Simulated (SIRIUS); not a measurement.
Set-up for a self-consistent single point of Te2Mo (P6_3/mmc, 6 atoms in the cell; from Materials Project mp-602, changed as shown).

```yaml
crystal:
  lattice:
    - [3.49286, 0.00000, 0.00000]
    - [-1.74643, 3.02491, 0.00000]
    - [0.00000, 0.00000, 14.34876]
  atoms:
    - { symbol: Te, position: [0.33333, 0.66667, 0.62782] }
    - { symbol: Te, position: [0.66667, 0.33333, 0.37218] }
    - { symbol: Te, position: [0.66667, 0.33333, 0.12782] }
    - { symbol: Te, position: [0.33333, 0.66667, 0.87218] }
    - { symbol: Mo, position: [0.33333, 0.66667, 0.25000] }
    - { symbol: Mo, position: [0.66667, 0.33333, 0.75000] }
```

Level of theory: PBE, SSSP 1.1.2 precision PBE pseudopotentials (plane waves; SIRIUS).

SIRIUS settings:

| setting | value |
|---|---|
| parameters.ngridk | 5 5 1 |
| parameters.xc_functionals | [XC_GGA_X_PBE, XC_GGA_C_PBE] |
| parameters.gk_cutoff | 9.487 1/bohr |
| parameters.pw_cutoff | 30 1/bohr |
| parameters.smearing | gaussian |
| parameters.smearing_width | 0.000367493 Ha |
| potentials | SSSP 1.1.2 precision PBE pseudopotentials |
| parameters.electronic_structure_method | pseudopotential |
| parameters.num_bands | 31 |
| parameters.num_mag_dims | 0 |
| parameters.num_dft_iter | 100 |
| parameters.energy_tol | 1e-07 Ha |
| parameters.density_tol | 1e-06 |
| mixer.type | anderson |
| mixer.beta | 0.3 |
| mixer.use_hartree | true |

Results:

| Property | Result |
|---|---|
| Number of valence electrons | 52 |
| Number of bands | 31 |
| Number of k-points after the program's reduction | 5 |
| Number of plane waves (most at a k-point) | 14790 |
| Number of SCF iterations | 20 |
| FFT grid | 72 × 72 × 270 |
| Free energy E − TS | -5175.1740 eV |
| Pressure | 8.46 GPa |
| Largest force (vector length) | 1.262 eV/Å |

Forces (eV/Å):
| atom | Fx | Fy | Fz |
|---|---|---|---|
| Te1 | 0.000 | 0.000 | -1.262 |
| Te2 | 0.000 | 0.000 | 1.262 |
| Te3 | 0.000 | 0.000 | -1.262 |
| Te4 | 0.000 | 0.000 | 1.262 |
| Mo5 | 0.000 | 0.000 | 0.000 |
| Mo6 | 0.000 | 0.000 | 0.000 |

Stress (GPa, positive for compression):
```
 7.44   0.00   0.00
 0.00   7.44   0.00
 0.00   0.00  10.49
```

For comparison: a first run was changed to give this one (volume scaled by 0.94), and from it to this one the free energy goes up by 48.8 meV/atom, the pressure goes from 1.63 to 8.46 GPa and the largest force goes from 0.280 to 1.262 eV/Å.

Spin-orbit coupling is left out, which matters for bands and gaps with elements this heavy. Forces above 1 eV/Å remain at this geometry. The structure comes from a collection of computed structures, made at another level of theory; the collection holds predicted forms beside known ones.

Cost on one core: very roughly 90 core-seconds.
